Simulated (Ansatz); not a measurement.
GeSe (GeS type, space group Pnma)

```yaml
crystal:
  lattice:
    - [10.51975, 0.00000, 0.00000]
    - [0.00000, 3.82370, 0.00000]
    - [0.00000, 0.00000, 4.14287]
  atoms:
    - { symbol: Ge, position: [0.61626, 0.75000, 0.59745] }
    - { symbol: Ge, position: [0.88374, 0.25000, 0.09745] }
    - { symbol: Ge, position: [0.38374, 0.25000, 0.40255] }
    - { symbol: Ge, position: [0.11626, 0.75000, 0.90255] }
    - { symbol: Se, position: [0.35696, 0.75000, 0.99218] }
    - { symbol: Se, position: [0.14304, 0.25000, 0.49218] }
    - { symbol: Se, position: [0.64304, 0.25000, 0.00782] }
    - { symbol: Se, position: [0.85696, 0.75000, 0.50782] }
```

The slice is a (1 0 -1) plane (indices of the conventional cell) through the point (0.884, 0.250, 0.097) (fractional), spanned by u = [010] and v = [101] in vectors of this cell: u (3.82 Å) and v (11.31 Å, at 90° to u). It covers one period; positions are fractions (u, v).

Method: PBEsol-D3(BJ) (plane waves to 420 eV, PAW, scalar-relativistic; Ansatz, a first-principles code). k mesh 3×9×8. These are valence fields of a PAW run, semicore shells included where kept as valence: close to a nucleus they are smooth pseudo fields. GeSe was relaxed with its symmetry unable to fall. The relaxed volume of GeSe is well below the measured one.

Sketch the density of the highest valence band (whole band, smooth part) on this plane as a map.


| v \ u | 0.00 | 0.12 | 0.25 | 0.38 | 0.50 | 0.62 | 0.75 | 0.88 |
|---|---|---|---|---|---|---|---|---|
| 0.88 | 0.021 | 0.014 | 0.006 | 0.002 | 0.002 | 0.002 | 0.006 | 0.014 |
| 0.75 | 0.043 | 0.032 | 0.014 | 0.005 | 0.004 | 0.005 | 0.014 | 0.032 |
| 0.62 | 0.005 | 0.003 | 0.003 | 0.007 | 0.010 | 0.007 | 0.003 | 0.003 |
| 0.50 | 0.036 | 0.027 | 0.010 | 0.004 | 0.004 | 0.004 | 0.010 | 0.027 |
| 0.38 | 0.021 | 0.014 | 0.006 | 0.002 | 0.002 | 0.002 | 0.006 | 0.014 |
| 0.25 | 0.061 | 0.043 | 0.015 | 0.004 | 0.002 | 0.004 | 0.015 | 0.043 |
| 0.12 | 0.007 | 0.005 | 0.002 | 0.004 | 0.006 | 0.004 | 0.002 | 0.005 |
| 0.00 | 0.009 | 0.020 | 0.012 | 0.004 | 0.003 | 0.004 | 0.012 | 0.020 |

Values: density of the highest valence band (whole band, smooth part) in e/Å³.
